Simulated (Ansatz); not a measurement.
# Computed properties of K₄Si₂₃

K$_{4}$Si$_{23}$:
```cif
data_K8Si46
_chemical_formula_sum 'Si46 K8'
_space_group_name_H-M_alt 'I-43m'
_space_group_IT_number 217
_space_group_name_Hall 'I -4 2 3'
_cell_length_a 10.29276
_cell_length_b 10.29276
_cell_length_c 10.29276
_cell_angle_alpha 90.000
_cell_angle_beta 90.000
_cell_angle_gamma 90.000
loop_
_atom_site_label
_atom_site_type_symbol
_atom_site_symmetry_multiplicity
_atom_site_Wyckoff_symbol
_atom_site_fract_x
_atom_site_fract_y
_atom_site_fract_z
_atom_site_occupancy
Si1 Si 2 a 0.00000 0.00000 0.00000 1
Si2 Si 8 c 0.13399 0.13399 0.13399 1
Si3 Si 12 d 0.00000 0.25000 0.50000 1
Si4 Si 24 g 0.08214 0.08214 0.35738 1
K1 K 8 c 0.31004 0.31004 0.31004 1
```
(The calculation used a cell of 27 atoms; values per cell refer to that cell.)

Space group I-43m (No. 217); conventional cell a = 10.293 Å, b = 10.293 Å, c = 10.293 Å, α = 90.00°, β = 90.00°, γ = 90.00°.

Method: DFT-PBE in the program Ansatz with PAW potentials. The cell and atoms are relaxed at this level. Other levels are named where they apply.

Cell and energy:

```json
{
 "volume_per_atom": "20.19 Å³",
 "density": "2.44 g/cm³",
 "Formation energy from the elements (no fitted shifts)": "0.031 eV/atom"
}
```

Electronic structure:

```json
{
 "electronic_character": "metallic (no gap)",
 "Density of states at the Fermi level": "0.32 states/eV per atom (mean over ±0.08 eV)"
}
```

Mechanics:

```json
{
 "Bulk modulus (Birch–Murnaghan fit)": "71.0 GPa",
 "Pressure derivative B′": "4.9"
}
```

The start of the workflow was typed in or built on a structure type; neither database checked (COD, Materials Project) lists it. COD files the formula under space group No. 223, so this cell is another polymorph or a model. Whether it is the stable phase at ambient conditions was not checked. Symmetry was held in the PBE relaxation; its stability against distortions is not shown here. The references are the lowest solids computed at this level, not always the standard phases.

Potentials: the later of the program's two PAW sets.
